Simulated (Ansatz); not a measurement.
The cell is Ga₄SbAs₃, ordered on the zincblende lattice (Amm2) with 8 atoms a cell; cell and atoms were relaxed with r2SCAN. As is surrounded by 4 Ga at 2.47–2.50 Å; As is surrounded by 4 Ga at 2.44–2.51 Å; Sb is surrounded by 4 Ga at 2.57–2.60 Å; Ga is surrounded by 4 As at 2.50–2.51 Å; Ga is surrounded by 3 As at 2.47–2.48 Å and 1 Sb at 2.60 Å; Ga is surrounded by 2 As at 2.44 Å and 2 Sb at 2.57 Å.

Space group Amm2 (No. 38). a = 4.095 Å, b = 8.190 Å, c = 11.570 Å, α = 90.00°, β = 90.00°, γ = 90.00°

| atom | site | symmetry | x | y | z |
| --- | --- | --- | --- | --- | --- |
| As | 2a | mm2 | 0.0000 | 0.5000 | 0.5007 |
| As | 4e | m.. | 0.5000 | 0.7499 | 0.2499 |
| Sb | 2a | mm2 | 0.0000 | 0.5000 | 0.9998 |
| Ga | 2b | mm2 | 0.5000 | 0.5000 | 0.3761 |
| Ga | 4d | m.. | 0.0000 | 0.7590 | 0.1292 |
| Ga | 2b | mm2 | 0.5000 | 0.5000 | 0.8653 |

3 runs of the plane-wave code Ansatz on this cell differ in the functional (and in the settings that go with it). Levels are in eV from each run's valence top; v1 is the last filled band, c1 the first empty one.

Run A, mean stress +2.6 GPa (compression positive):
```tsv
point	v4	v3	v2	v1	c1	c2
Γ	-1.18	-0.24	-0.15	-0.11	0.01	0.40
Y	-1.85	-1.64	-1.62	-0.91	1.48	1.63
C₀	-2.00	-1.81	-1.61	-0.65	1.81	1.90
Z	-3.40	-3.31	-1.64	-1.15	2.05	2.54
```

Run B, mean stress +0.4 GPa (compression positive):
```tsv
point	v4	v3	v2	v1	c1	c2
Γ	-1.31	-0.18	-0.13	0.00	0.54	1.08
Y	-2.04	-1.79	-1.76	-0.98	2.12	2.24
C₀	-2.19	-1.92	-1.76	-0.71	2.47	2.57
Z	-3.68	-3.57	-1.80	-1.26	2.80	3.30
```

Run C, mean stress 0.0 GPa (compression positive):
```tsv
point	v4	v3	v2	v1	c1	c2
Γ	-1.26	-0.18	-0.14	0.00	0.14	0.69
Y	-1.97	-1.73	-1.70	-0.94	1.71	1.86
C₀	-2.11	-1.88	-1.70	-0.68	2.06	2.16
Z	-3.52	-3.43	-1.74	-1.22	2.34	2.85
```

Q: Match the runs to PBE, r2SCAN, HSE06.

A: A is PBE, B is HSE06, C is r2SCAN. In order of the gap: PBE 0.01, r2SCAN 0.14, HSE06 0.54 eV. The stress vanishes for r2SCAN, which relaxed the cell.

(Calculated; spin-unpolarised; the phase may be known or hypothetical.)

Spin-orbit coupling is left out, which matters wherever the heavy atoms make up the band edges.

The program warns that its thresholds are loose for a hybrid's stress.

Gaps or overlaps of about a tenth of an eV are at the limit of these meshes: between the points read a gap can be smaller or closed.

The meshes of the hybrids are coarse, so their gaps aren't converged to the digits shown.
